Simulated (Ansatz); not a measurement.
Mg (hcp, Mg type)

```
Mg
1.0
    3.17308     0.00000     0.00000
   -1.58654     2.74797     0.00000
    0.00000     0.00000     5.18247
Mg
2
Direct
  0.33333   0.66667   0.75000
  0.66667   0.33333   0.25000
```

Grid over V/V₀ and (c/a)/(c/a)₀, subscript 0 meaning the relaxed cell; the conventional c axis lies along z; no internal relaxation.

The numbers are results of r2SCAN (plane waves to 500 eV, PAW, scalar-relativistic; Ansatz, a quantum-chemistry and plane-wave program), not measurements. k mesh 17×17×9 (Γ-centred), Fermi-Dirac smearing 0.05 eV. Compression counts positive. With partly filled bands, the response to shear is sensitive to the k mesh, so small differences along c/a are uncertain. Mg was relaxed with its symmetry unable to fall.

At one point of the scan the stress tensor (GPa) is:

```
    1.8      0.0      0.0
    0.0      1.8      0.0
    0.0      0.0     -0.8
```

**Question.** Which point is it?
A) V/V₀ = 0.980, (c/a)/(c/a)₀ = 1.040
B) V/V₀ = 1.000, (c/a)/(c/a)₀ = 1.040
C) V/V₀ = 0.960, (c/a)/(c/a)₀ = 1.040
D) V/V₀ = 0.960, (c/a)/(c/a)₀ = 1.000

**Answer.** A, V/V₀ = 0.980, (c/a)/(c/a)₀ = 1.040

(Under strain, the slope of the energy per volume gives the stress and its curvature an elastic modulus.)
